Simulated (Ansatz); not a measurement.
A geometry of Ti3Al away from equilibrium: step 5 of the relaxation of a randomly generated symmetric cell of Ti3Al (space group No. 108). Level of theory: r2SCAN (plane waves to 500 eV, PAW, scalar-relativistic; Ansatz, an electronic-structure program). Γ-centred k-mesh 7×7×7 on the run's cell (coarser than for final values), Fermi–Dirac smearing 0.05 eV. The plane waves were selected for a different cell earlier on the path.

```
CELL_PARAMETERS angstrom
     -3.30148     3.30148     2.99501
      3.30148    -3.30148     2.99501
      3.30148     3.30148    -2.99501
ATOMIC_POSITIONS crystal
  Al 0.16214 0.16214 0.00000
  Al 0.66214 0.66214 0.00000
  Ti 0.11311 0.61311 0.50000
  Ti 0.61311 0.11311 0.50000
  Ti 0.66691 0.16691 0.01550
  Ti 0.15141 0.65141 0.98450
  Ti 0.16691 0.15141 0.50000
  Ti 0.65141 0.66691 0.50000
```

Task: Give the Cartesian forces on all atoms (eV/Å).

Result: 
```json
[
 {"atom": "Al1", "Fx": "0.00", "Fy": "0.00", "Fz": "-0.45"},
 {"atom": "Al2", "Fx": "0.00", "Fy": "0.00", "Fz": "-0.45"},
 {"atom": "Ti3", "Fx": "0.00", "Fy": "0.00", "Fz": "1.38"},
 {"atom": "Ti4", "Fx": "0.00", "Fy": "0.00", "Fz": "1.38"},
 {"atom": "Ti5", "Fx": "-0.44", "Fy": "-0.44", "Fz": "-0.46"},
 {"atom": "Ti6", "Fx": "0.44", "Fy": "0.44", "Fz": "-0.46"},
 {"atom": "Ti7", "Fx": "0.44", "Fy": "-0.44", "Fz": "-0.46"},
 {"atom": "Ti8", "Fx": "-0.44", "Fy": "0.44", "Fz": "-0.46"}
]
```

The path ends in P4/mmm (No. 123). No spin polarisation in the result.

The run could not lose the symmetry of its start, so the end can be a saddle point.

The end of the path is a generated cell of Ti3Al: the first start was made by a random draw of sites in a space group, and the end was not matched to a known phase here, so it may be hypothetical. Known forms of Ti3Al include space group No. 194.
